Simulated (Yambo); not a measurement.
Zn₂P₂O₇ (space group C2/m, No. 12), G0W0@LDA in Yambo with this input:

```
rim_cut
gw0
dyson
el_el_corr
HF_and_locXC
ppa
em1d
RandQpts= 1000000
RandGvec= 1 Ry
EXXRLvcs= 84 Ry
VXCRLvcs= 336 Ry
Chimod= "HARTREE"
% BndsRnXp
 9 | 201 |
%
NGsBlkXp= 7 Ry
% LongDrXp
 1.0 | 1.0 | 1.0 |
%
PPAPntXp= 27.2114 eV
% GbndRnge
 1 | 201 |
%
GTermKind= "BG"
DysSolver= "n"
ExtendOut
```

On a 2×2×4 mesh, with wavefunctions cut at 84 Ry, the gap ((0, 0, -0.5) → Γ) is 6.144 eV and the valence edge shifts by -1.246 eV.

Q: What happens with this change: 6 Ry block?

A: The gap falls by 0.044 eV, to 6.100 eV; the shift of the valence edge becomes -1.228 eV. Neither run is shown to be the converged limit.

Geometry of the Materials Project entry, not relaxed at this level; primitive cell a = b = 5.3532 Å, c = 4.5585 Å, α = β = 99.10°, γ = 103.17°.

The structure is a Materials Project entry; no match was found in the copy of COD used, and its stability was not checked.

A shift is the quasiparticle energy of the state minus its LDA energy.
